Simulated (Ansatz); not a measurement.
# Property card for Ca₂AsI

Ca₂AsI:
```
Ca2AsI
1.0
    2.19149     1.26525     7.45585
   -2.19149     1.26525     7.45585
    0.00000    -2.53051     7.45585
Ca As I
2 1 1
Cartesian
  0.00000   0.00000   5.17028
  0.00000   0.00000  17.19727
  0.00000   0.00000  11.18378
  0.00000   0.00000   0.00000
```

Space group R-3m (No. 166); conventional cell a = b = 4.383 Å, c = 22.368 Å, α = β = 90.00°, γ = 120.00°.

Method: DFT-r²SCAN in the program Ansatz with PAW potentials. Structure relaxed to zero pressure with the same functional. Other levels are named where they apply.

### Cell and energy

```yaml
volume_per_atom: 31.01 Å³
density: 3.77 g/cm³
```

### Electronic structure

```yaml
band_gap: 1.88 eV (indirect)
valence_band_maximum: at Γ
conduction_band_minimum: at F (3 equivalent valleys)
smallest_direct_gap_on_the_standard_path: 2.19 eV
electron_effective_mass: 0.32, 0.34, 1.5 mₑ (principal values)
Electron effective mass with spin–orbit coupling: 0.32, 0.34, 1.5 mₑ (principal values)
Hole effective mass, band 1 of 2 at the edge: 2.3 along x, 1.8 along z (mₑ)
Hole effective mass, band 2 of 2 at the edge: 0.27 along x, 1.8 along z (mₑ)
Hole effective mass with spin–orbit coupling: 0.46, 0.46, 1.6 mₑ (principal values)
Gap with spin–orbit coupling: 1.79 eV
```

### Mechanics

```yaml
Bulk modulus (Birch–Murnaghan fit): 33.4 GPa
Pressure derivative B′: 4.2
```

### Charges

```yaml
bader_charges: Ca +1.45, As -2.04, I -0.87 e
```

The workflow started from a Materials Project entry (that database holds measured and hypothetical structures alike); the Crystallography Open Database files this formula in space group No. 166, but the cells were not matched. Whether it is the stable phase at ambient conditions was not checked. Symmetry was held in the r²SCAN relaxation; its stability against distortions is not shown here. Scalar-relativistic: spin–orbit coupling is off unless named, which matters more the heavier the elements.

Potentials: the later of the program's two PAW sets.
